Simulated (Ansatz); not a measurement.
## Energy against volume for SiC (zinc blende)

SiC (zinc blende)

```cif
data_CSi
_chemical_formula_sum 'C1 Si1'
_space_group_name_H-M_alt 'P 1'
_space_group_IT_number 1
_cell_length_a 3.09693
_cell_length_b 3.09693
_cell_length_c 3.09693
_cell_angle_alpha 60.000
_cell_angle_beta 60.000
_cell_angle_gamma 60.000
loop_
_space_group_symop_operation_xyz
  'x, y, z'
loop_
_atom_site_label
_atom_site_type_symbol
_atom_site_fract_x
_atom_site_fract_y
_atom_site_fract_z
_atom_site_occupancy
C1 C 0.75000 0.75000 0.75000 1
Si1 Si 0.00000 0.00000 0.00000 1
```

This relaxed cell (volume V₀) is scaled evenly in all directions, its shape held. Symmetry pins the atoms to their sites.

All values below come from PBE (plane waves to 420 eV, PAW, scalar-relativistic; Ansatz, a first-principles code). k mesh 13×13×13 (Γ-centred), Fermi-Dirac smearing 0.05 eV. Energies are smeared free energies. Compression counts positive. SiC was relaxed with its symmetry unable to fall. The PAW data are Ansatz's earlier set. ΔE is measured from the relaxed starting cell.

```json
[
 {"V (Å³/cell)": "19.74", "ΔE (kJ/mol of atoms)": "2.68", "P (GPa)": "14.9"},
 {"V (Å³/cell)": "19.99", "ΔE (kJ/mol of atoms)": "1.68", "P (GPa)": "11.5"},
 {"V (Å³/cell)": "20.25", "ΔE (kJ/mol of atoms)": "0.93", "P (GPa)": "8.4"},
 {"V (Å³/cell)": "20.50", "ΔE (kJ/mol of atoms)": "0.40", "P (GPa)": "5.4"},
 {"V (Å³/cell)": "20.75", "ΔE (kJ/mol of atoms)": "0.10", "P (GPa)": "2.6"},
 {"V (Å³/cell)": "21.00", "ΔE (kJ/mol of atoms)": "0.00", "P (GPa)": "0.0"},
 {"V (Å³/cell)": "21.26", "ΔE (kJ/mol of atoms)": "0.10", "P (GPa)": "-2.5"},
 {"V (Å³/cell)": "21.51", "ΔE (kJ/mol of atoms)": "0.37", "P (GPa)": "-4.8"},
 {"V (Å³/cell)": "21.76", "ΔE (kJ/mol of atoms)": "0.82", "P (GPa)": "-7.0"},
 {"V (Å³/cell)": "22.01", "ΔE (kJ/mol of atoms)": "1.44", "P (GPa)": "-9.1"},
 {"V (Å³/cell)": "22.26", "ΔE (kJ/mol of atoms)": "2.20", "P (GPa)": "-11.1"}
]
```

Key numbers:

```yaml
pressure_at_the_smallest_volume: 14.9 GPa
energy_cost_of_the_largest_compression: 27.8 meV/atom
energy_cost_of_the_largest_expansion: 22.8 meV/atom
Bulk modulus B₀ (third-order Birch-Murnaghan fit): 213 GPa
Pressure derivative B₀′ (fit): 3.9
equilibrium_volume_of_the_fit: 10.50 Å³/atom
Pressure for 5 % compression (fit): 12.1 GPa
```

(Under strain, the slope of the energy per volume gives the stress and its curvature an elastic modulus.)
